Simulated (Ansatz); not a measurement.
TiTe$_{2}$: do energies and stresses tell the same story?

The calculation used Ansatz 0.2.0, DFT PBE+D3(BJ), scalar-relativistic, plane waves, PAW.

Settings: cutoff 420 eV, Γ-centred mesh 12×12×8 on the computed 3-atom cell, Gaussian smearing of 0.10 eV; no spin polarisation.

Relaxed cell: P-3m1, a = 3.696 Å, b = 3.696 Å, c = 6.384 Å, α = 90.00°, β = 90.00°, γ = 120.00°, 3 atoms in the primitive cell. Whether it is the stable form of this composition wasn't checked.

Energies at zero smearing and pressures from the stress tensor, at volumes with shape and atoms relaxed:
| V (Å³/atom) | E − E(first) (meV/atom) | P (GPa) |
| --- | --- | --- |
| 22.154 | 0.00 | 7.90 |
| 22.909 | -30.89 | 5.27 |
| 23.664 | -50.61 | 3.14 |
| 24.419 | -61.21 | 1.39 |
| 25.175 | -64.45 | 0.02 |
| 25.930 | -61.91 | -1.08 |
| 26.685 | -55.01 | -1.89 |
| 27.692 | -41.29 | -2.47 |

**Question.** Check P = −dE/dV between neighbouring volumes, and get the bulk modulus from the pressures alone.

**Answer.** With 1 eV/Å³ = 160.2 GPa:
| middle V (Å³/atom) | −ΔE/ΔV (GPa) | mean P (GPa) |
| --- | --- | --- |
| 22.531 | 6.552 | 6.588 |
| 23.286 | 4.185 | 4.206 |
| 24.042 | 2.247 | 2.264 |
| 24.797 | 0.689 | 0.707 |
| 25.552 | -0.539 | -0.530 |
| 26.307 | -1.465 | -1.483 |
| 27.188 | -2.182 | -2.180 |

The two differ by 0.04 GPa at most. The mean of two end pressures misses the average over a step by about ΔV² P″/12, up to 0.05 GPa here; with that taken off 0.05 GPa remains, from the smearing term (the stress is the derivative of the free energy), the finite cutoff, the mesh or the relaxation's tolerance. Around V = 25.175 Å³/atom, the two neighbours give B = −V ΔP/ΔV = 25.175 × 2.47 / 1.510 = 41.2 GPa, against B0 = 39.3 GPa from the Birch–Murnaghan fit of the energies.